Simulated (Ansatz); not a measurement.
Os:
```
CELL_PARAMETERS angstrom
      0.00000     2.75054     2.75054
      2.75054     0.00000     2.75054
      2.75054     2.75054     0.00000
ATOMIC_POSITIONS crystal
  Os 0.00000 0.00000 0.00000
  Os 0.25000 0.25000 0.25000
```

Relaxed with PBEsol. Special points in fractions of this cell's reciprocal vectors: Γ (0.000, 0.000, 0.000); X (0.500, 0.000, 0.500); U (0.625, 0.250, 0.625); K (0.375, 0.375, 0.750); L (0.500, 0.500, 0.500); W (0.500, 0.250, 0.750).

Q: List the band energies nearest the Fermi level at these points for plane-wave PAW PBEsol with spin–orbit coupling (Ansatz code).

A: In eV from the Fermi level; about four levels below and three above (degenerate sets whole), none deeper than 8.9 eV; points with the same levels are listed once.

```csv
k,below,above
Γ,-0.58 -0.58 -0.58 -0.58,2.68 2.68 2.68 2.68
X,-1.37 -1.37 -1.37 -1.37,2.20 2.20 2.20 2.20
U,-1.78 -1.78 -1.38 -1.38,1.68 1.68 2.43 2.43
L,-3.77 -3.77 -1.70 -1.70,0.34 0.34 0.39 0.39
W,-2.02 -2.02 -1.89 -1.89,2.50 2.50 2.59 2.59
```

Space group Fd-3m (diamond). The start of the workflow was typed in or built on a structure type; neither database checked (COD, Materials Project) lists it. It is not the phase usual at ambient conditions (space group No. 194). Symmetry was held in the PBEsol relaxation; whether a distortion lowers the energy is not shown. No spin polarisation was allowed.

Potentials: the earlier of the program's two PAW sets. The files were generated under PBE; for other functionals the program regenerates the frozen cores, and for LDA and PBEsol the local potential too.
